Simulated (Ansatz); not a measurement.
Computed properties of SiGe

SiGe:
```yaml
crystal:
  lattice:
    - [3.59143, 0.00000, 0.00000]
    - [0.00000, 3.59143, 0.00000]
    - [0.00000, 0.00000, 6.59271]
  atoms:
    - { symbol: Ge, position: [0.00000, 0.50000, 0.00000] }
    - { symbol: Ge, position: [0.50000, 0.00000, 0.50000] }
    - { symbol: Si, position: [0.00000, 0.00000, 0.25000] }
    - { symbol: Si, position: [0.00000, 0.00000, 0.75000] }
```

Space group P4_2/mmc (No. 131); conventional cell a = b = 3.5914 Å, c = 6.5927 Å, α = β = γ = 90.00°.

Method: the program Ansatz at the r²SCAN level (PAW). Structure relaxed to zero pressure with the same functional. Other levels are named where they apply.

**Cell and energy**

- Volume per atom = 21.26 Å³
- Density = 3.93 g/cm³
- Formation energy from the elements (no fitted shifts) = 0.65 eV/atom

**Electronic structure**

- Electronic character = metallic (no gap)
- Density of states at the Fermi level = 0.39 states/eV per atom (mean over ±0.08 eV)

**Mechanics**

- Bulk modulus (Birch–Murnaghan fit): 66.0 GPa
- Pressure derivative B′: 5.1

The cell is a constructed one: a structure type filled with these elements; neither database checked (COD, Materials Project) lists it. Whether it is the stable phase at ambient conditions was not checked. The cell was relaxed with r²SCAN under the symmetry of its start; its stability against distortions is not shown here. The references are the lowest solids computed at this level, not always the standard phases. Spin–orbit coupling is left out wherever it is not named.

Potentials: the later of the program's two PAW sets.
